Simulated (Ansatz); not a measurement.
In2O3:
```cif
data_In32O48
_chemical_formula_sum 'In32 O48'
_space_group_name_H-M_alt 'Ia-3'
_space_group_IT_number 206
_space_group_name_Hall '-I 2b 2c 3'
_cell_length_a 10.28935
_cell_length_b 10.28935
_cell_length_c 10.28935
_cell_angle_alpha 90.000
_cell_angle_beta 90.000
_cell_angle_gamma 90.000
loop_
_atom_site_label
_atom_site_type_symbol
_atom_site_symmetry_multiplicity
_atom_site_Wyckoff_symbol
_atom_site_fract_x
_atom_site_fract_y
_atom_site_fract_z
_atom_site_occupancy
In1 In 8 b 0.25000 0.25000 0.25000 1
In2 In 24 d 0.00000 0.25000 0.46614 1
O1 O 48 e 0.11031 0.34546 0.11754 1
```
(The calculation used a cell of 40 atoms; values per cell refer to that cell.)

Relaxed with PBE. The program Ansatz at the PBE level (PAW) gives a gap of 0.94 eV.

Question: What gap does HSE06 give on the same cell (Ansatz, PAW)?

Answer: 2.35 eV, 1.41 eV more. The hybrid was solved on a coarser mesh and at special points; the gap given is the minimum over both.

```
k  v1 PBE  c1 PBE  v1 HSE06  c1 HSE06
-  ------  ------  --------  --------
Γ    0.00    0.94      0.00      2.35
H   -0.14    3.89       [?]       [?]
P   -0.09    3.60       [?]       [?]
N   -0.03    3.00       [?]       [?]
```

Question: Top valence (v1) and lowest conduction level (c1) in eV from each method's valence maximum (which need not be a listed point): supply the withheld HSE06 values.

Answer: 
- N, v1 HSE06: -0.02
- N, c1 HSE06: 4.42
- H, v1 HSE06: -0.12
- H, c1 HSE06: 5.41
- P, v1 HSE06: -0.09
- P, c1 HSE06: 5.08

Cost on shared cores: the PBE run (SCF on a 4×4×4 mesh, then bands and DOS) about 30 core-minutes (a rough figure), the HSE06 run (SCF on 3×3×3, then a few points) around 90 core-minutes (rough); the tasks are unlike.

The cell was relaxed with PBE under the symmetry of its start. Spin–orbit coupling is left out wherever it is not named.

Potentials: the later of the program's two PAW sets.
